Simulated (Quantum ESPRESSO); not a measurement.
# Planted mistakes on one cell of AlZnGaF7Cl

Calculated results; nothing here was measured. They come from pw.x of Quantum ESPRESSO 7.5, a plane-wave density functional program, with PseudoDojo standard norm-conserving files (v0.5 for PBE, v0.4.1 for LDA and PBEsol). The cells are made up: elements, strain and atom displacements were drawn at random, and nothing was relaxed. There is no spin polarisation, spin-orbit coupling or dispersion term.

The cell has 12 sites of a rutile lattice (two cells along c). Sites 1 to 4 hold empty Al Zn Ga; sites 5 to 12 hold F F F F F Cl F F. Cell vectors in Å: (4.530, 0.063, 0.008); (0.063, 4.632, -0.003); (0.010, -0.004, 6.219). Settings: PBE, cutoff 1143 eV, 5 x 5 x 4 k mesh shifted by half a step, Fermi-Dirac smearing of 0.025 eV.

The intended run has a self-consistency threshold of 1e-07 eV, a smearing term of 0.000 eV, a pressure of 11.41 GPa and 10 iterations. Each further run changes one thing: all lengths scaled by 1.0185; atoms of sites 10 and 12 exchanged; cutoff 575 eV; files of PBEsol; k mesh 1 x 1 x 1; one electron removed; smearing 0.81 eV; threshold 0.1 eV. A coarse mesh keeps the shift, and a charged cell sits in a uniform background.

```
run  change of free energy (eV)  smearing term -TS (eV)  change of P (GPa)  largest change of a force component (eV/Å)  iterations
  A                      -0.347                   0.000              -7.43                                       0.464          10
  B                      25.545                   0.000              -4.82                                       0.210          10
  C                      79.561                   0.000            -410.27                                       0.730          10
  D                      -0.178                  -0.964               1.15                                       0.114          11
  E                      -3.660                  -0.025             -16.32                                       0.616          19
  F                       0.186                   0.000               0.99                                       8.364          10
  G                       0.053                   0.000               1.11                                       0.235          10
  H                       0.049                   0.000               2.26                                       0.199           4
```

A rerun of the intended cell at 1437 eV and k mesh 7 x 7 x 6 moved values by no more than 0.004 eV in the cell's energy, 0.02 GPa in stress and 0.002 eV/Å in force.

Question: which change belongs to which run?

## Worked reading

Run H has the fewest iterations, as a run stopped early does. Run D has the largest smearing term, as wide smearing gives. Run C has a higher energy and the largest fall in pressure, as too small a basis gives. Run A changes the volume by a factor of 1.0565; minus its pressure change over the logarithm of that factor, 135 GPa, is a rough bulk modulus with clamped atoms. Energies from files of another functional, or of a charged cell, have another zero and say nothing on stability; the pressure of a charged cell rests on the program's zero of potential too.

## Key

```
run                              change
  A        all lengths scaled by 1.0185
  B                     files of PBEsol
  C                       cutoff 575 eV
  D                    smearing 0.81 eV
  E                one electron removed
  F  atoms of sites 10 and 12 exchanged
  G                    k mesh 1 x 1 x 1
  H                    threshold 0.1 eV
```